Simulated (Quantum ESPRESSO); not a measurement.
# Band energies of Mg2P2O7

```
CELL_PARAMETERS angstrom
      3.22015    -4.13844     0.00000
      3.22015     4.13844     0.00000
     -1.05229     0.00000     4.37320
ATOMIC_POSITIONS crystal
  O  0.92560 0.62126 0.27967
  O  0.07440 0.37874 0.72033
  O  0.37874 0.07440 0.72033
  O  0.62126 0.92560 0.27967
  O  0.00000 0.00000 0.00000
  O  0.61907 0.61907 0.78722
  O  0.38093 0.38093 0.21278
  Mg 0.68793 0.31207 0.50000
  Mg 0.31207 0.68793 0.50000
  P  0.78009 0.78009 0.09325
  P  0.21991 0.21991 0.90675
```

PBEsol (Quantum ESPRESSO, PseudoDojo norm-conserving, 84 Ry, no spin-orbit coupling); path ΓYFHZIF1,H1Y1XΓN,MΓ; energies in eV from the valence-band maximum.

| k (1/Å) | point | band 32 | band 33 | band 34 | band 35 | band 36 | band 37 | band 38 | band 39 |
|---|---|---|---|---|---|---|---|---|---|
| 0.00 | Γ | -1.41 | -0.95 | -0.49 | -0.49 | -0.26 | 5.57 | 8.81 | 8.92 |
| 0.39 |  | -1.23 | -1.05 | -0.53 | -0.42 | -0.34 | 6.59 | 8.50 | 8.78 |
| 0.79 |  | -1.11 | -1.02 | -0.49 | -0.44 | -0.15 | 7.77 | 8.76 | 8.89 |
| 0.99 | Y | -1.29 | -1.00 | -0.43 | -0.42 | -0.18 | 8.07 | 8.42 | 8.50 |
| 0.99 | F | -1.30 | -0.92 | -0.35 | -0.32 | -0.21 | 8.10 | 8.28 | 8.30 |
| 1.34 |  | -1.15 | -0.98 | -0.51 | -0.36 | -0.34 | 7.66 | 8.60 | 8.63 |
| 1.69 |  | -1.25 | -1.01 | -0.71 | -0.51 | -0.49 | 7.94 | 8.29 | 8.49 |
| 2.05 |  | -1.32 | -1.20 | -0.59 | -0.54 | -0.27 | 8.04 | 8.59 | 8.75 |
| 2.22 | H | -1.19 | -1.18 | -0.55 | -0.49 | -0.15 | 8.05 | 8.74 | 8.84 |
| 2.65 |  | -1.10 | -0.82 | -0.39 | -0.36 | -0.02 | 7.83 | 8.19 | 9.14 |
| 2.86 | Z | -1.18 | -0.63 | -0.44 | -0.31 | 0.00 | 7.64 | 8.18 | 9.33 |
| 3.05 |  | -1.19 | -0.70 | -0.47 | -0.29 | -0.07 | 7.81 | 8.22 | 9.22 |
| 3.43 |  | -1.28 | -0.91 | -0.35 | -0.31 | -0.25 | 8.10 | 8.26 | 8.62 |
| 3.62 | I | -1.31 | -0.92 | -0.35 | -0.32 | -0.21 | 8.18 | 8.21 | 8.27 |
| 3.62 | F1 | -1.30 | -0.92 | -0.35 | -0.32 | -0.21 | 8.10 | 8.28 | 8.30 |
| 4.86 | H1 | -1.19 | -1.18 | -0.55 | -0.49 | -0.15 | 8.05 | 8.74 | 8.84 |
| 4.86 | Y1 | -1.29 | -1.00 | -0.43 | -0.42 | -0.18 | 8.07 | 8.42 | 8.50 |
| 5.28 |  | -1.40 | -0.92 | -0.71 | -0.44 | -0.40 | 7.98 | 8.20 | 8.64 |
| 5.49 | X | -1.38 | -0.89 | -0.75 | -0.52 | -0.41 | 7.83 | 8.19 | 8.68 |
| 5.87 |  | -1.40 | -0.88 | -0.71 | -0.64 | -0.27 | 6.55 | 8.35 | 8.79 |
| 6.25 | Γ | -1.41 | -0.95 | -0.49 | -0.49 | -0.26 | 5.57 | 8.81 | 8.92 |
| 6.54 |  | -1.36 | -0.94 | -0.55 | -0.43 | -0.35 | 6.16 | 8.67 | 8.88 |
| 6.82 |  | -1.19 | -1.06 | -0.61 | -0.36 | -0.30 | 7.43 | 8.54 | 8.91 |
| 7.11 | N | -1.16 | -1.03 | -0.54 | -0.42 | -0.22 | 8.33 | 8.55 | 9.01 |
| 7.11 | M | -1.28 | -1.03 | -0.69 | -0.48 | -0.41 | 7.58 | 8.08 | 8.15 |
| 7.27 |  | -1.19 | -1.05 | -0.64 | -0.55 | -0.36 | 7.01 | 8.26 | 8.44 |
| 7.74 | Γ | -1.41 | -0.95 | -0.49 | -0.49 | -0.26 | 5.57 | 8.81 | 8.92 |

The PBEsol gap is indirect, 5.57 eV, from Z to Γ; the smallest direct gap is 5.83 eV.

Geometry of the Materials Project entry, not relaxed at this level.
